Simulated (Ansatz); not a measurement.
Ansatz (an electronic-structure program) input:

Ansatz 0.2 input:
```yaml
crystal:
  lattice:
    - [-2.7308561166, 4.1499686842, 3.1063037487]
    - [2.7308561166, -4.1499686842, 3.1063037487]
    - [2.7308561166, 4.1499686842, -3.1063037487]
  atoms:
    - { symbol: Zr, position: [0.25, 0.25, 0.0] }
    - { symbol: Zr, position: [0.75, 0.75, 0.0] }
    - { symbol: Zr, position: [0.3225256979, 0.0817402737, 0.4042659716] }
    - { symbol: Zr, position: [0.6774743021, 0.9182597263, 0.5957340284] }
    - { symbol: Zr, position: [0.1774743021, 0.5817402737, 0.7592145758] }
    - { symbol: Zr, position: [0.8225256979, 0.4182597263, 0.2407854242] }
kpoints:
  mp_grid: { grid: [10, 10, 10] }
hamiltonian:
  xc: r2scan
  pseudopotentials: { kind: paw }
scf:
  occupations: { method: gaussian, width: 0.1 }
checkpoint: { read: metal.run }
output: { write_density: true, elf: true, volumetric_format: npy }
basis: { fft_grid_basis: typed }
```

Output (shortened):

```
Pseudopotentials: kind: paw
Pseudopotential: Zr, paw, valence charge 12
Functional definition: r2SCAN
Crystal: 6 atoms, lattice volume = 140.815 Å³
Basis set: ecut = 500 eV, 3565 PW (Γ), exchange–correlation on 180×180×180 points (64 copies of the dense FFT grid, shifted against one another)
Bands: 44, of which v1, the nominal top of the filled ones, is band 36 counted from 1 (35 counted from 0)
Symmetry: 8 space group operations
Space group: Ibam (ITA 72), of the structure as read, at distance tolerance 5.2e-5 Å
k-points: 171 of 1000
PAW frozen core: Zr, regenerated for the run's functional
Initial density: read from a saved state, or passed on in memory by an earlier SCF of this step, an earlier step, the calling program or the single point that …
Stability of the state it starts from, as read at its close in the unpolarized treatment …
Initial wavefunctions: pseudopotential atomic-orbital guess
Eigensolver: davidson
Functional: x = r2scan, c = r2scan; τ floored in thin density (d = 2e-4 eV/Å³)
iter 1 solved again at ethr=8.80e-7 eV; its pass at ethr=3.10e-3 eV (dr2=6.34e-4 eV) is discarded
SCF iter   1: F=—  HF=-25170.110556 eV  |F-HF|=—  |Δ(HF+E_count)|=         —  Δρ=3.08e-7  dr2=6.03e-11  dr2_τ=1.86e-11  ethr=8.80e-7  ⟨swp⟩=3.0  Hψ=49027  notcnv=0
all-band conjugate gradients solve this SCF's bands
preconditioner: auto → Kerker (q_TF=auto, 2.440 Å⁻¹)
SCF iter   2: F=—  HF=-25170.110496 eV  |F-HF|=—  |Δ(HF+E_count)|=   6.02e-5  Δρ=1.46e-7  dr2=1.86e-11  dr2_τ=1.40e-11  ethr=1.00e-12  ⟨swp⟩=6.9  Hψ=30232  notcnv=0
SCF iter   3: F=-25170.110496 eV  HF=-25170.110496 eV  |F-HF|=0.00e0  |Δ(HF+E_count)|=  7.28e-12  Δρ=1.03e-7  dr2=7.43e-12  dr2_τ=2.02e-12  ethr=1.00e-12  ⟨swp⟩=1.0  Hψ=15870  notcnv=0
SCF 1 converged in 3 iterations: F = -25170.110496 eV  dr2 = 7.43e-12
SCF converged after 3 iterations
Free energy (F): -25170.110496 eV
Harris-Foulkes:  -25170.110496 eV  (|F-HF|=0.00e0)
Internal energy: -25170.080157 eV  (E = F + TS)
E sigma→0 (E₀):  -25170.095326 eV
Entropy (-TS):   -0.030339 eV (-5.056 meV/atom)
Fermi energy:    13.699760 eV
--- Per-component energies (eV) ---
  E_band       = -652.665028
  E_kinetic    = 1990.768169
  E_local      = -3834.818212  (includes V_loc(G=0)·N_el)
  E_nonlocal   = 480.659038
  E_hartree    = 1192.573181
  E_xc         = -931.112151
  E_vxc        = -1262.089608  (∫ρ·V_xc dr)
  E_paw        = -17826.532725  (= ΣΔE_a)
  E_vpaw       = -486.799151  (= ΣTr[D̂ρ^β])
  E_aug_tail   = 0.000059  (compensation charges beyond the density's cutoff)
  E_vtau       = 74.468205  (kinetic-family band-sum trace: ∫τ·v_τ [+ j·A + Jᵃ·Aᵃ] dr)
  E_ewald      = -6240.629067
  E_core_change = -0.988450  (= ΣΔE_core)
  E_smearing   = -0.030339  (= −TS)
  E_closure    = 0.000000  (closes the sum)
  Σ components = -25170.110496   (vs F -25170.110496, Δ=0.00e0)
  [band-id]    e_kinetic+e_local+e_nonlocal+2·e_hartree+e_vxc+e_vpaw+e_augmentation_tail+e_vtau = -652.665138   (vs E_band -652.665028, Δ=-1.09e-4)
--- Band table (eV; the first three rows and the last of 171) ---
  k-point 0: bands = ["-36.7260", "-36.5851", "-36.5178", "-36.5176", "-36.4891", "-36.4675", "-14.5660", "-14.5138", "-14.4102", "-14.3494", "-14.2383", "-14.1858", "-14.1035", "-14.0702", "-13.9846", "-13.8052", "-13.7364", "-13.7204", "-13.6281", "-13.5446", "-13.5359", "-13.4577", "-13.4497", "-13.4097", "7.9829", "11.1959", "11.2113", "11.4062", "12.1233", "12.1617", "12.6465", "12.7698", "12.9355", "13.2675", "13.5200", "13.8421", "13.9702", "14.3507", "14.4846", "14.9103", "15.1797", "15.4336", "15.5434", "15.7086"]
  k-point 1: bands = ["-36.7206", "-36.5850", "-36.5221", "-36.5187", "-36.4895", "-36.4675", "-14.5756", "-14.5119", "-14.4010", "-14.3266", "-14.2749", "-14.1322", "-14.1015", "-14.0675", "-13.9492", "-13.8022", "-13.8006", "-13.7016", "-13.6333", "-13.5446", "-13.5421", "-13.4790", "-13.4562", "-13.4129", "8.0938", "11.1715", "11.2157", "11.4242", "12.0929", "12.2442", "12.4392", "12.6076", "13.0501", "13.1309", "13.6105", "13.6261", "14.0924", "14.4355", "14.5447", "14.8420", "14.9734", "15.3891", "15.5901", "15.7024"]
  k-point 2: bands = ["-36.7050", "-36.5841", "-36.5348", "-36.5237", "-36.4889", "-36.4675", "-14.5808", "-14.5107", "-14.3787", "-14.3494", "-14.2078", "-14.1404", "-14.0539", "-14.0140", "-13.8969", "-13.8810", "-13.7938", "-13.7112", "-13.6494", "-13.5781", "-13.5656", "-13.5250", "-13.4632", "-13.4219", "8.4154", "11.1442", "11.1463", "11.4727", "11.9535", "12.0810", "12.4204", "12.5465", "12.9293", "12.9515", "13.2832", "13.7270", "14.2789", "14.3836", "14.6589", "14.6850", "15.1193", "15.3186", "15.5874", "15.6107"]
  k-point 170: bands = ["-36.6352", "-36.6236", "-36.5583", "-36.5407", "-36.4798", "-36.4678", "-14.5332", "-14.3374", "-14.2958", "-14.2579", "-14.1836", "-14.1657", "-14.0855", "-14.0521", "-13.9356", "-13.8439", "-13.8081", "-13.7265", "-13.7011", "-13.6802", "-13.6367", "-13.5202", "-13.5048", "-13.4867", "10.5338", "10.5673", "11.0693", "11.4253", "11.5149", "11.6309", "11.6446", "11.7478", "12.4333", "12.9154", "13.7501", "13.8451", "13.9789", "14.0360", "14.0715", "14.6200", "15.1813", "15.4430", "15.5719", "15.7238"]
  band table: 44 of 44 bands, residual norms ≤ 1.0e-3 eV
```

Cost: about 90 core-seconds (a rough figure) on shared cores.

The workflow started from a Materials Project entry (that database holds measured and hypothetical structures alike); the Crystallography Open Database copy checked does not list it. It is not the phase usual at ambient conditions (space group No. 194). The r²SCAN relaxation kept the symmetry of its start; its stability against distortions is not shown here. No spin polarisation was allowed. Axis ratios of metals converge slowly with the k-mesh, so a and c are less sure than the volume. Scalar-relativistic: spin–orbit coupling is off unless named, which matters more the heavier the elements.

Potentials: the later of the program's two PAW sets.

Ansatz is a plane-wave DFT program.
